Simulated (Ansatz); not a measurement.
Theory: DFT PBE, scalar-relativistic, plane waves, PAW in Ansatz 0.2.0. Cutoff 420 eV, Γ-centred meshes of about 0.25 Å⁻¹ or finer for metals and 0.3 Å⁻¹ for insulators (2π included), Gaussian smearing. No spin polarisation.

Relaxed structures of ScIn3As, with energies over the first row. Coordination counts In or Sc atoms around As (for each partner element, those within 1.25 times its shortest distance or 1.15 times the sum of covalent radii, where it is the nearest in units of that sum or under 1.3; a plus sign parts groups by distance over the sum of covalent radii).

```tsv
#	form	sites	V (Å³/atom)	coordination	ΔE (meV/atom)
1	P4/nmm	Sc 2c; In 2c, 2c, 2c; As 2c	26.5	As 5+1	0
2	R3m	Sc 3a; In 3a, 3a, 3a; As 3a	26.2	As 3+3	135
```

A further structure, relaxed alike:

```yaml
crystal:
  lattice:
    - [5.11383, 0.00000, 0.00000]
    - [0.00000, 5.11383, 0.00000]
    - [0.00000, 0.00000, 5.36894]
  atoms:
    - { symbol: Sc, position: [0.50000, 0.50000, 0.00804] }
    - { symbol: In, position: [0.50000, 0.00000, 0.30137] }
    - { symbol: In, position: [0.00000, 0.50000, 0.30137] }
    - { symbol: In, position: [0.00000, 0.00000, 0.86422] }
    - { symbol: As, position: [0.50000, 0.50000, 0.52208] }
```

Task: Place it among the others.

Result: It is the highest, 395 meV/atom above row 1, with space group P4mm (No. 99) and 28.1 Å³/atom. Counting In or Sc atoms around As, this cell has As 2+4 and row 1 has As 5+1. Sc has 2 As at 2.61–2.76 Å, 4 In at 3.00 Å and 4 In at 3.70 Å; In on a site of symmetry 2mm is surrounded by 2 As at 2.82 Å, 2 Sc at 3.00 Å, 6 In at 3.47–3.62 Å and 2 In at 3.96 Å; In on a site of symmetry 4mm has 4 In at 3.47 Å, 4 Sc at 3.70 Å, 4 In at 3.96 Å and 4 As at 4.06 Å; As is surrounded by 2 Sc at 2.61–2.76 Å, 4 In at 2.82 Å and 4 In at 4.06 Å.

Trial moments fell under 0.15 μB along the way in P4/nmm, R3m and P4mm; another start might hold them. With atoms moved at random, row 1 (by 26 meV/atom) fell into a lower structure. Row 2 and the further cell had no clear such test and can be saddle points.
